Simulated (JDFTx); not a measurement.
Reference run:

```yaml
surface: Cu(111)
bulk: Cu, Fm-3m, lattice of mp-30 (not re-optimised)
slab: 4 atoms in 4 planes, 1x1, 6.2 Å between the outermost planes
in-plane cell: 2.530 × 2.530 Å, 5.54 Å²
cell_height: 22.2 Å
sampling: 10×10×1 k mesh, Fermi smearing 0.01 Ha, no spin polarisation
```

Reference level: PBE, GBRV ultrasoft potentials, plane waves to 20/100 Ha, in a modified build of JDFTx. Unrelaxed; liquid: linear PCM (GLSSA13), water, 1 M NaCl. SHE scale: U = −μ/e − 4.44 V, by convention.

```json
[
 {"run": "run 1", "F per atom, vacuum (eV)": "-5492.439", "TS per atom (eV)": "0.525", "k states": "14", "plane waves per k": "3544", "work function (eV)": "4.91", "U_pzc (V)": "0.20"},
 {"run": "run 2 (reference)", "F per atom, vacuum (eV)": "-5492.264", "TS per atom (eV)": "0.096", "k states": "14", "plane waves per k": "3544", "work function (eV)": "4.84", "U_pzc (V)": "0.14"},
 {"run": "run 3", "F per atom, vacuum (eV)": "-5492.228", "TS per atom (eV)": "0.026", "k states": "14", "plane waves per k": "3544", "work function (eV)": "4.76", "U_pzc (V)": "0.06"},
 {"run": "run 4", "F per atom, vacuum (eV)": "-5492.219", "TS per atom (eV)": "0.010", "k states": "14", "plane waves per k": "3544", "work function (eV)": "4.72", "U_pzc (V)": "0.02"}
]
```

Question: One setting differs between these runs. Which?
A) plane-wave cutoffs
B) Fermi smearing width
C) slab thickness
D) density cutoff alone

Answer: B, Fermi smearing width. The values, in order: 0.02 Ha; 0.01 Ha; 0.005 Ha; 0.003 Ha.
